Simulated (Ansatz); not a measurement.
CdTe$_{6}$Pd, a known structure type with other elements, at an estimated volume

```
CELL_PARAMETERS angstrom
6.82101 0.00000 0.00000
-3.41051 5.90717 0.00000
-3.41051 1.96906 6.44058
ATOMIC_POSITIONS crystal
Te 0.25000 0.08300 0.75100
Te 0.91700 0.41600 0.75100
Te 0.58400 0.75000 0.75100
Te 0.75000 0.91700 0.24900
Te 0.08300 0.58400 0.24900
Te 0.41600 0.25000 0.24900
Cd 0.50000 0.50000 0.50000
Pd 0.00000 0.00000 0.00000
```

Method: PBE, no spin polarisation; PAW, plane waves to 420 eV, 6×6×6 Γ-centred mesh, fermi-dirac occupations (width 0.0565 eV) (Ansatz 0.2.0), atoms fixed.

Task: What does the stress say?

Result: The pressure is -1.6 GPa (compression positive), so with the atoms held at these fractions the cell would first shrink; the forces are large, so a full relaxation may end otherwise. The principal stresses -2.9, -1.0, -1.0 GPa differ, so its shape would change too.

Task: What happens at the Fermi level?

Result: It is a metal, with about 8.2 states/eV a cell as the mean within 0.25 eV of the Fermi level, mostly Te p (93 %).

Task: Which element gives electrons and which takes them?

Result: Bader charges in e: Cd +0.34, Te -0.03, Pd -0.16. In the mean Cd gives up most and Pd takes most.

Task: Describe some of the short contacts.

Result: Te–Pd at 2.78 Å: least valence density 0.36 e/Å³ and ELF 0.37 there. Te–Cd at 2.79 Å: least valence density 0.33 e/Å³ and ELF 0.34 there. These are pseudo-fields; inside the PAW spheres they differ from the all-electron ones.

Task: Which atom feels the largest force, and which way?

Result: The largest is on Te1 (and as large on other atoms): 1.27 eV/Å, components (-0.41, -0.98, 0.68). It makes 55° with the line to a nearest neighbour, Pd8 at 2.78 Å.

Origin: a known structure type with other elements, at an estimated volume, so it need not be a known compound.
